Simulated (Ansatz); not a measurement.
Generalised stacking fault of NaF (rock salt) on the {110} plane. The cell below holds the perfect crystal with the plane normal along z; tilting its third vector by the shift puts one fault into each cell, between planes 1.62 Å apart, at fixed cell height.

```
CELL_PARAMETERS angstrom
      3.24880     0.00000     0.00000
      0.00000     4.59450     0.00000
      1.62440     2.29725     4.87321
ATOMIC_POSITIONS crystal
  F  0.00000 0.00000 0.83333
  F  0.33333 0.33333 0.16667
  F  0.66667 0.66667 0.50000
  Na 0.33333 0.83333 0.16667
  Na 0.66667 0.16667 0.50000
  Na 0.00000 0.50000 0.83333
```

In-plane vectors a = (3.249, 0.000) Å, b = (0.000, 4.595) Å, area 14.93 Å². The shift is s times the vector a (length 3.249 Å), so s = 1 restores the start. Atoms relax along the normal only. γ = [E(shift) − E(0)] / area.

All values below come from r2SCAN (plane waves to 500 eV, PAW, scalar-relativistic; Ansatz, an electronic-structure program). k mesh 9×9×9 (Γ-centred), Fermi-Dirac smearing 0.05 eV. E is the zero-smearing estimate. Some relaxations began with atoms very close together and may have settled on another branch. Faults lie only 4.9 Å apart, and holding the cell height raises γ above its relaxed value. NaF was relaxed with its symmetry unable to fall. The zero of γ is zero shift.

```csv
s,γ (mJ/m²)
0.000,0
0.083,95
0.167,280
0.250,460
0.333,604
0.417,withheld
0.500,728
0.583,withheld
0.667,604
0.750,460
0.833,280
0.917,95
```

Task: Fit a Fourier form (three harmonics of 1 − cos and sin) to the given rows and predict γ at s = 0.417.

Result: Least squares on the 10 given rows: γ = (349.9)·[1 − cos(2πs)] + (49.9)·[1 − cos(4πs)] + (15.2)·[1 − cos(6πs)], in mJ/m²; root-mean-square residual 4.7 mJ/m². At 0.417 the fit gives 693 mJ/m²; the calculation gives 696 mJ/m², so the interpolation is off by -3 (-0.4 %). 

(The slope of γ gives the shear force per area between the displaced halves; near zero shift its curvature is an elastic stiffness.)
